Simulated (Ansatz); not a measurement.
OsF3 (ReO3-type structure)

The computed numbers are results of PBE, scalar-relativistic (collinear spin) in the plane-wave PAW code Ansatz at 420 eV, Γ-centred 10×10×10 mesh, 0.05 eV Gaussian smearing. The datasets are Ansatz's generated set soft_2.

```
Os F
1.0
     4.03017    0.00000    0.00000
     0.00000    4.03017    0.00000
     0.00000    0.00000    4.03017
Os F
1 3
Direct
  0.00000 0.00000 0.00000
  0.50000 0.00000 0.00000
  0.00000 0.00000 0.50000
  0.00000 0.50000 0.00000
```

The cell came from substitution into a structure type; no database entry of this phase was matched, which doesn't show that none exists. The ideal cubic cell shuts out tilts of the octahedra, which such structures often take.

Magnetic state: ferromagnetic, site spin moments Os 0.14 μB.

The run above is the reference. The same cell was run again with other input settings; several of them aren't fit for production, so the rows show the settings' effect and aren't properties of the material.

| keys changed | outcome | ΔE (meV/atom) | P (GPa) | gap on the mesh (eV) | cell moment (μB) | largest force component (eV/Å) | SCF iterations | rough core-seconds | new warnings |
| --- | --- | --- | --- | --- | --- | --- | --- | --- | --- |
| none (reference) | converged | 0.0 | 0.0 | metal | 0.26 | 0.000 | – | – | – |
| kpoints.mp_grid.grid: [10, 10, 10] → [12, 12, 12] | converged | 0.2 | 0.0 | metal | 0.08 | 0.000 | 15 | 24 | seeded moment not kept |
| kpoints.mp_grid.grid: [10, 10, 10] → [8, 8, 8] | converged | -0.4 | 0.0 | metal | 0.13 | 0.000 | 13 | 9 | – |
| kpoints.mp_grid.shift: [0.5, 0.5, 0.5]; hamiltonian.pseudopotentials: {"kind": "nc", "accuracy": "standard"}; scf.initial_density.chi_scale: 0.1 | converged | – | -1.2 | metal | 0.38 | 0.000 | 14 | 9 | cutoff below recommended |
| kpoints.mp_grid.grid: [10, 10, 10] → [7, 7, 7]; hamiltonian.dispersion: "d3bj"; accuracy: "high" | converged | – | -0.9 | metal | 0.47 | 0.000 | 11 | 5 | – |
| scf.convergence.dr2_threshold: 0.0001 | converged | 0.0 | 0.0 | metal | 0.26 | 0.000 | 9 | 11 | force scf threshold loose; stress scf threshold loose |
| accuracy: "low" | converged | 0.0 | 0.0 | metal | 0.26 | 0.000 | 12 | 13 | – |

ΔE is the energy with the smearing extrapolated to zero. It is left out where the change alters the Hamiltonian or the spin treatment. The varied runs start from atomic densities (corrected by the program's trained start where that serves), with the default search for lower states unless a row changes it, while the reference went on from a saved state, so a magnet may end in another state whatever the setting.

(1) What happens with these changes: scf.occupations.width: 0.05 → 0.001; scf.occupations.method: "gaussian" → "cold"?

(2) What happens with these changes: basis.xc_grid: 1; hamiltonian.dispersion: "d3bj"?

Answers:

(1) outcome converged, ΔE (meV/atom) 0.0, P (GPa) 0.0, gap on the mesh (eV) metal, cell moment (μB) -0.26, largest force component (eV/Å) 0.000, SCF iterations 17, rough core-seconds 19, new warnings stability check not made.

(2) outcome converged, P (GPa) -1.0, gap on the mesh (eV) metal, cell moment (μB) 0.26, largest force component (eV/Å) 0.000, SCF iterations 12, rough core-seconds 13.

Other pseudopotential files need their own cutoff; where it is too low, pressure and moments show the cutoff and not the files.

The pair part of a dispersion correction pulls inward (a three-body part mostly pushes out), and in metals and ionic crystals with large ions it often overbinds.

1 further run (cut off, refused for memory, with changed atoms or starts, or in doubt) is left out.

Of the reference: Spin–orbit coupling, which matters for such heavy elements, is left out. So small a moment in a metal hangs on mesh and smearing, and semilocal functionals can overstate it, so the real crystal may have none. Site moments are of spin, integrated over atomic spheres.
